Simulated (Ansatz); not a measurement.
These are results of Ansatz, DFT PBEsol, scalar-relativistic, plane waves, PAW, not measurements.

Structure of ZrGeSe:

```
Zr Ge Se
1.0
     3.68081    0.00000    0.00000
     0.00000    3.68081    0.00000
     0.00000    0.00000    8.26707
Zr Ge Se
2 2 2
Direct
  0.00000 0.50000 0.26306
  0.50000 0.00000 0.73694
  0.00000 0.00000 0.00000
  0.50000 0.50000 0.00000
  0.00000 0.50000 0.61998
  0.50000 0.00000 0.38002
```

Cutoff 420 eV; k points 10×10×6 on the computed 6-atom cell (Γ-centred); Gaussian smearing, width 0.10 eV; no spin polarisation.

Levels along Γ–X–M–Γ–Z–R–A–Z | X–R | M–A, in eV from the Fermi level, sorted by energy at each point. Points in fractions of the primitive reciprocal vectors: Γ (0.000 0.000 0.000), X (0.000 0.500 0.000), M (0.500 0.500 0.000), Z (0.000 0.000 0.500), R (0.000 0.500 0.500), A (0.500 0.500 0.500).
| point | k (1/Å, with 2π) | band 39 | band 40 | band 41 | band 42 | band 43 | band 44 | band 45 |
| --- | --- | --- | --- | --- | --- | --- | --- | --- |
| Γ | 0.000 | -2.31 | -1.77 | -1.77 | -0.88 | -0.33 | 0.16 | 1.08 |
| - | 0.122 | -2.46 | -1.89 | -1.71 | -0.87 | -0.08 | 0.27 | 0.84 |
| - | 0.244 | -2.20 | -2.04 | -1.57 | -0.87 | 0.27 | 0.68 | 0.76 |
| - | 0.366 | -2.41 | -1.65 | -1.44 | -0.89 | 0.56 | 0.60 | 0.61 |
| - | 0.488 | -2.10 | -1.50 | -1.43 | -0.78 | 0.51 | 0.63 | 0.90 |
| - | 0.610 | -1.71 | -1.69 | -1.57 | -0.39 | 0.28 | 0.82 | 1.31 |
| - | 0.732 | -1.93 | -1.77 | -1.19 | -0.13 | 0.07 | 0.85 | 1.62 |
| X | 0.854 | -1.93 | -1.93 | -0.65 | -0.65 | 0.53 | 0.53 | 1.82 |
| - | 0.975 | -1.97 | -1.97 | -1.17 | -1.17 | 0.94 | 0.94 | 1.80 |
| - | 1.097 | -2.26 | -2.26 | -1.87 | -1.87 | 1.42 | 1.42 | 1.83 |
| - | 1.219 | -3.06 | -3.06 | -2.08 | -2.08 | 1.56 | 1.56 | 2.13 |
| - | 1.341 | -3.52 | -3.52 | -2.19 | -2.19 | 1.71 | 1.71 | 2.45 |
| - | 1.463 | -3.65 | -3.65 | -2.27 | -2.27 | 2.01 | 2.01 | 2.63 |
| - | 1.585 | -3.69 | -3.69 | -2.30 | -2.30 | 2.40 | 2.40 | 2.68 |
| M | 1.707 | -3.69 | -3.69 | -2.31 | -2.31 | 2.69 | 2.69 | 2.69 |
| - | 1.879 | -3.68 | -3.67 | -2.31 | -2.26 | 2.19 | 2.25 | 2.59 |
| - | 2.052 | -3.50 | -3.42 | -2.19 | -2.10 | 1.64 | 1.76 | 2.30 |
| - | 2.224 | -3.20 | -1.88 | -1.83 | -1.73 | 0.96 | 1.63 | 1.84 |
| - | 2.397 | -2.99 | -1.51 | -1.42 | -0.20 | 0.14 | 1.14 | 1.55 |
| - | 2.569 | -2.98 | -1.34 | -0.98 | -0.87 | 0.49 | 0.52 | 1.33 |
| - | 2.742 | -2.28 | -1.97 | -1.51 | -0.86 | 0.18 | 0.29 | 0.72 |
| Γ | 2.914 | -2.31 | -1.77 | -1.77 | -0.88 | -0.33 | 0.16 | 1.08 |
| - | 2.968 | -2.32 | -1.77 | -1.77 | -0.95 | -0.31 | 0.17 | 1.08 |
| - | 3.023 | -2.35 | -1.76 | -1.76 | -1.15 | -0.25 | 0.23 | 1.08 |
| - | 3.077 | -2.40 | -1.74 | -1.74 | -1.44 | -0.17 | 0.32 | 1.09 |
| - | 3.131 | -2.44 | -1.79 | -1.73 | -1.73 | -0.08 | 0.43 | 1.09 |
| - | 3.186 | -2.48 | -2.18 | -1.71 | -1.71 | 0.00 | 0.55 | 1.10 |
| - | 3.240 | -2.57 | -2.51 | -1.70 | -1.70 | 0.06 | 0.65 | 1.11 |
| Z | 3.294 | -2.86 | -2.52 | -1.70 | -1.70 | 0.08 | 0.68 | 1.11 |
| - | 3.416 | -2.67 | -2.30 | -1.84 | -1.71 | 0.32 | 0.59 | 0.94 |
| - | 3.538 | -2.56 | -2.17 | -1.80 | -1.46 | 0.34 | 0.66 | 0.83 |
| - | 3.660 | -2.51 | -2.31 | -1.39 | -1.01 | 0.09 | 0.47 | 1.03 |
| - | 3.782 | -2.38 | -1.95 | -1.23 | -0.48 | 0.08 | 0.38 | 1.07 |
| - | 3.904 | -2.22 | -1.48 | -1.35 | 0.07 | 0.30 | 0.31 | 1.40 |
| - | 4.026 | -2.03 | -1.57 | -0.94 | 0.08 | 0.54 | 0.58 | 1.63 |
| R | 4.148 | -1.81 | -1.81 | -0.39 | -0.39 | 0.72 | 0.72 | 1.75 |
| - | 4.269 | -1.91 | -1.91 | -0.83 | -0.83 | 0.93 | 0.93 | 1.62 |
| - | 4.391 | -2.28 | -2.28 | -1.52 | -1.52 | 0.89 | 0.89 | 1.89 |
| - | 4.513 | -2.85 | -2.85 | -2.00 | -2.00 | 0.89 | 0.89 | 2.19 |
| - | 4.635 | -3.17 | -3.17 | -2.28 | -2.28 | 1.03 | 1.03 | 2.26 |
| - | 4.757 | -3.33 | -3.33 | -2.38 | -2.38 | 1.20 | 1.20 | 2.32 |
| - | 4.879 | -3.45 | -3.45 | -2.34 | -2.34 | 1.27 | 1.27 | 2.51 |
| A | 5.001 | -3.51 | -3.51 | -2.30 | -2.30 | 1.26 | 1.26 | 2.69 |
| - | 5.173 | -3.48 | -3.33 | -2.48 | -2.27 | 1.23 | 1.30 | 2.38 |
| - | 5.346 | -3.57 | -2.76 | -2.58 | -2.16 | 1.15 | 1.23 | 1.96 |
| - | 5.518 | -3.21 | -2.47 | -2.00 | -1.65 | 1.32 | 1.35 | 1.43 |
| - | 5.691 | -2.53 | -2.43 | -1.88 | -0.60 | 0.63 | 1.44 | 1.64 |
| - | 5.863 | -2.35 | -2.13 | -1.93 | -0.44 | 0.02 | 0.82 | 1.39 |
| - | 6.036 | -2.42 | -2.25 | -2.01 | -1.48 | 0.48 | 0.55 | 0.84 |
| Z | 6.208 | -2.86 | -2.52 | -1.70 | -1.70 | 0.08 | 0.68 | 1.11 |
| X | 6.208 | -1.93 | -1.93 | -0.65 | -0.65 | 0.53 | 0.53 | 1.82 |
| - | 6.262 | -1.92 | -1.92 | -0.64 | -0.64 | 0.54 | 0.54 | 1.85 |
| - | 6.317 | -1.89 | -1.89 | -0.61 | -0.61 | 0.55 | 0.55 | 1.95 |
| - | 6.371 | -1.86 | -1.86 | -0.56 | -0.56 | 0.58 | 0.58 | 2.08 |
| - | 6.425 | -1.84 | -1.84 | -0.50 | -0.50 | 0.62 | 0.62 | 2.06 |
| - | 6.479 | -1.82 | -1.82 | -0.45 | -0.45 | 0.67 | 0.67 | 1.89 |
| - | 6.534 | -1.81 | -1.81 | -0.40 | -0.40 | 0.70 | 0.70 | 1.78 |
| R | 6.588 | -1.81 | -1.81 | -0.39 | -0.39 | 0.72 | 0.72 | 1.75 |
| M | 6.588 | -3.69 | -3.69 | -2.31 | -2.31 | 2.69 | 2.69 | 2.69 |
| - | 6.642 | -3.69 | -3.69 | -2.31 | -2.31 | 2.58 | 2.58 | 2.69 |
| - | 6.697 | -3.69 | -3.69 | -2.31 | -2.31 | 2.32 | 2.32 | 2.69 |
| - | 6.751 | -3.69 | -3.69 | -2.31 | -2.31 | 2.02 | 2.02 | 2.69 |
| - | 6.805 | -3.69 | -3.69 | -2.31 | -2.31 | 1.73 | 1.73 | 2.69 |
| - | 6.860 | -3.64 | -3.64 | -2.30 | -2.30 | 1.48 | 1.48 | 2.69 |
| - | 6.914 | -3.54 | -3.54 | -2.30 | -2.30 | 1.32 | 1.32 | 2.69 |
| A | 6.968 | -3.51 | -3.51 | -2.30 | -2.30 | 1.26 | 1.26 | 2.69 |

Cost: 1 run of about 2.3 core-minutes, on Arm Neoverse V2 (shared hosts).